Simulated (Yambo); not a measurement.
Material: a free-standing CaHBr monolayer (symmetry P4/nmm, slab cell 19.6 Å high); a = 3.773 Å, b = 3.773 Å, c = 19.600 Å, α = 90.00°, β = 90.00°, γ = 90.00° (6 atoms in the cell). The layer was cut from Materials Project entry mp-24422 and relaxed with PBEsol in a cell 19.6 Å high, with the Coulomb interaction truncated along z.

With PBEsol (pw.x of Quantum ESPRESSO, ONCV potentials, with spin-orbit coupling), the gap between the mesh's edge points (Γ → Γ) is 4.089 eV.

Problem. By how much does one-shot G0W0 (Yambo; 4×4×1 Γ-centred k mesh, 220 bands and a 5 Ry block in the screening, 220 bands in G with the Bruneval-Gonze terminator, plasmon pole fitted at 27.2 eV, slab-truncated Coulomb interaction, stochastic integration of W near q = 0) open this gap, and what gap results?

Solution. The correction is 2.985 eV, giving 7.075 eV, 1.7 times the PBEsol value.  Convergence of the G0W0 settings was not tested. 

This is a model layer cut from the bulk structure; whether it is stable on its own was not checked.
